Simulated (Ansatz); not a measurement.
TiS2 (rutile, P4_2/mnm) at seven volumes, PBEsol (plane waves, PAW; program Ansatz), shape and atoms relaxed at each. One row is withheld.

| V (Å³/atom) | P (GPa) |
|---|---|
| 17.222 | 10.78 |
| 17.790 | 6.57 |
| 18.357 | ? |
| 18.925 | -0.01 |
| 19.493 | -2.53 |
| 20.061 | -4.60 |
| 20.628 | -6.28 |

Task: Fit the shown pressures and predict the withheld one.

Result: P = (3/2)B₀(x^(7/2) − x^(5/2))[1 + (3/4)(B′ − 4)(x − 1)] with x = (V₀/V)^(2/3). Least squares on the six rows gives V₀ = 18.922 Å³/atom, B₀ = 90.6 GPa, B′ = 5.00. At V = 18.357, x = 1.0204 and P = 2.96 GPa. The run itself gave 3.01 GPa.

The cell is a constructed one: a structure type filled with these elements; neither database checked (COD, Materials Project) lists it. It is not the phase usual at ambient conditions (space group No. 164). The PBEsol relaxation kept the symmetry of its start; of distortions, only those at the zone centre were tested. The run is not spin-polarised.

Potentials: the later of the program's two PAW sets.
